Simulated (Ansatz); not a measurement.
The start is a randomly generated symmetric cell of TiAl (space group No. 25). The cell and all atomic positions are relaxed at zero pressure with PBE (plane waves to 420 eV, PAW, scalar-relativistic; Ansatz, an electronic-structure program). The first steps use a coarse 14×12×6 k-mesh.

Initial structure:
```
CELL_PARAMETERS angstrom
      2.25329     0.00000     0.00000
      0.00000     2.64402     0.00000
      0.00000     0.00000     5.79849
ATOMIC_POSITIONS crystal
  Al 0.50000 0.00000 0.27265
  Ti 0.00000 0.50000 0.93319
```

### Question
What symmetry does the relaxed structure have?

### Answer
The space group goes from Pmm2 (No. 25) to P4/mmm (No. 123); the end is AFLOW prototype AB_tP2_123_a_d (L1_0, as in CuAu), with 2 atoms in the primitive cell.

### Question
How does the volume per atom move from start to end?

### Answer
-6.0 %, from 17.27 to 16.24 Å³/atom.

### Question
How do the shortest distances between atoms change?

### Answer
The closest pairs of elements (up to four, under 3.6 Å), start → end: Al–Al 2.25 → 2.82 Å; Ti–Ti 2.25 → 2.82 Å; Al–Ti 2.63 → 2.85 Å.

### Question
Is the relaxed structure metallic? Give its gap.

### Answer
Zero (metallic).

### Question
What does it relax into? Give the structure.

### Answer

Space group P4/mmm (No. 123); a = 2.8244 Å, b = 2.8244 Å, c = 4.0709 Å, α = 90.00°, β = 90.00°, γ = 90.00°

```
atom  site  symmetry       x       y       z
----  ----  --------  ------  ------  ------
Al      1a     4/mmm  0.0000  0.0000  0.0000
Ti      1d     4/mmm  0.5000  0.5000  0.5000
```

Final values are on a 16×16×12 k-mesh of the relaxed cell. The start holds a very short contact (Al–Al 2.25 Å). No spin polarisation in the result.

The run could not lose the symmetry of its start.

The first start was generated by a random draw of sites in a space group. A measured structure of TiAl has the same space group, P4/mmm (No. 123); the sites were not compared with it.
